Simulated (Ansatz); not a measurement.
BC2, buckled pentagonal (penta-graphene)-type layer, relaxed and computed with two functionals in Ansatz (plane waves, PAW).

```tsv
functional	a (Å)	thickness (Å)
PBE	3.752	1.55
r²SCAN+D4	(withheld)	(withheld)
```

Q: Complete the blanks.

A: 
- r²SCAN+D4, a (Å): 3.724
- r²SCAN+D4, thickness (Å): 1.58

Unstable at this level: BC2, buckled pentagonal (penta-graphene)-type layer with PBE. All cells were relaxed under the symmetry of their starts (and spin orders); stability against distortions was not tested throughout. Constructed layers (a layer type filled with these elements): BC2, buckled pentagonal (penta-graphene)-type layer; BC2, buckled pentagonal (penta-graphene)-type layer.

Potentials: the later of the program's two PAW sets.

Ansatz (a program for electronic structure) is a plane-wave DFT program.
